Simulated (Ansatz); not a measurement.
CuI:
```
CELL_PARAMETERS angstrom
      0.00000     3.01036     3.01036
      3.01036     0.00000     3.01036
      3.01036     3.01036     0.00000
ATOMIC_POSITIONS crystal
  Cu 0.75000 0.75000 0.75000
  I  0.00000 0.00000 0.00000
```

Relaxed with r²SCAN. Special points in fractions of this cell's reciprocal vectors: Γ (0.000, 0.000, 0.000); X (0.500, 0.000, 0.500); U (0.625, 0.250, 0.625); K (0.375, 0.375, 0.750); L (0.500, 0.500, 0.500); W (0.500, 0.250, 0.750).

Q: List the band energies nearest the valence-band maximum at these points for DFT-r²SCAN with spin–orbit coupling in the program Ansatz with PAW potentials.

A: In eV from the valence-band maximum; about four levels below and three above (degenerate sets whole), none deeper than 8.9 eV; points with the same levels are listed once.

```json
[
 {"k": "Γ", "below": "0.00 0.00 0.00 0.00", "above": "1.52 1.52 5.04 5.04"},
 {"k": "X", "below": "-1.76 -1.76 -1.63 -1.63", "above": "2.75 2.75 3.02 3.02"},
 {"k": "U", "below": "-1.81 -1.63 -1.48 -1.40", "above": "3.20 3.21 4.72"},
 {"k": "L", "below": "-0.94 -0.94 -0.83 -0.83", "above": "2.42 2.42 5.59 5.59"},
 {"k": "W", "below": "-1.80 -1.78 -1.49 -1.39", "above": "4.52 4.72 4.86"}
]
```

Space group F-43m (zinc blende). Symmetry was held in the r²SCAN relaxation. No spin polarisation was allowed.

Potentials: the earlier of the program's two PAW sets. The files were generated under PBE; for other functionals the program regenerates the frozen cores, and for LDA and PBEsol the local potential too.
